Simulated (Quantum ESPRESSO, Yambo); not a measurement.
LaAgSO (space group P4/nmm, No. 129): one geometry, one set of PBEsol (pw.x of Quantum ESPRESSO, ONCV potentials, scalar-relativistic) orbitals, self-energies from Yambo (4×4×1 Γ-centred k mesh, bands 9 to 179 and a 6 Ry block in the screening, 179 bands in G with the Bruneval-Gonze terminator, plasmon pole fitted at 27.2 eV).

```csv
level,gap Γ → Γ (eV)
PBEsol (Quantum ESPRESSO),1.22
exchange only (Hartree-Fock self-energy on PBEsol orbitals),8.63
static COHSEX@PBEsol,2.37
"G0W0@PBEsol, plasmon pole",?
"G0W0@PBEsol, multipole fit to 8 frequencies, no terminator",?
```

Task: What belongs in the gaps?

Result: 
- G0W0@PBEsol, plasmon pole, gap Γ → Γ (eV): 2.14
- G0W0@PBEsol, multipole fit to 8 frequencies, no terminator, gap Γ → Γ (eV): 2.07

Bare exchange has no screening and gives the widest gap; static COHSEX screens it but leaves out the frequency dependence, which G0W0 restores.

Nearest settings tried, and what they do to the gap: 95 bands in W: +158 meV. Not varied: bands in G, block, mesh. So the settings aren't converged at that level.

Spin-orbit coupling is not included.

Geometry of the Materials Project entry, not relaxed at this level; primitive cell a = b = 4.092 Å, c = 9.102 Å, α = β = γ = 90.00°.
